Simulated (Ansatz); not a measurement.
With DFT-r²SCAN in the program Ansatz with PAW potentials, C in the tetragonal phase (P4_2/ncm; C on 8i, C on 4b) relaxes to a = 3.417 Å, c = 6.066 Å. C on 8i has 4 nearest neighbours from 1.53 Å (tetrahedral); C on 4b has 4 nearest neighbours from 1.53 Å (tetrahedral).

The Kohn–Sham gap is 3.99 eV (indirect). The valence maximum lies at Γ and the conduction minimum on the A–Z line, 75 % of the way from A (4 equivalent valleys). The screened hybrid HSE06 puts the gap at 4.87 eV. The electron mass is 0.43, 0.49, 0.54 mₑ (principal values). The hole mass is 0.44, 0.48, 0.48 mₑ (principal values).

An equation-of-state fit gives a bulk modulus of 419 GPa. The relaxed-ion elastic constants in GPa are C11 = 996, C12 = 160, C13 = 120, C33 = 986, C44 = 498, C66 = 583. The elastic constants imply a Debye temperature near 2150 K.

The start of the workflow was typed in or built on a structure type; neither database checked (COD, Materials Project) lists it. It is not the phase usual at ambient conditions (space group No. 194, 227). The cell was relaxed with r²SCAN under the symmetry of its start; its stability against distortions is not shown here.

Potentials: the earlier of the program's two PAW sets.
